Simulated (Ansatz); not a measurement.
With r²SCAN in the plane-wave PAW code Ansatz, LaHfNO2 in the orthorhombic phase (I2_12_12_1; Pearson symbol oI20) relaxes to a = 5.856 Å, b = 5.864 Å, c = 8.103 Å. Hf has 6 nearest neighbours from 2.07 Å (octahedral). Against the elements it lies at -3.08 eV/atom, with no fitted shifts.

It is gapped at this level: 2.87 eV (indirect). Electrons at the band edge weigh 0.38, 0.74, 2.0 mₑ (principal values). The hole mass is 0.64, 1.2, 4.9 mₑ (principal values).

The bulk modulus is 183 GPa.

The start of the workflow was typed in or built on a structure type; neither database checked (COD, Materials Project) lists it. Whether it is the stable phase at ambient conditions was not checked. Symmetry was held in the r²SCAN relaxation; whether a distortion lowers the energy is not shown. No spin polarisation was allowed. The references are the lowest solids computed at this level, not always the standard phases (solids in place of the gases). Scalar-relativistic: spin–orbit coupling is off unless named, which matters more the heavier the elements.

Potentials: the earlier of the program's two PAW sets.
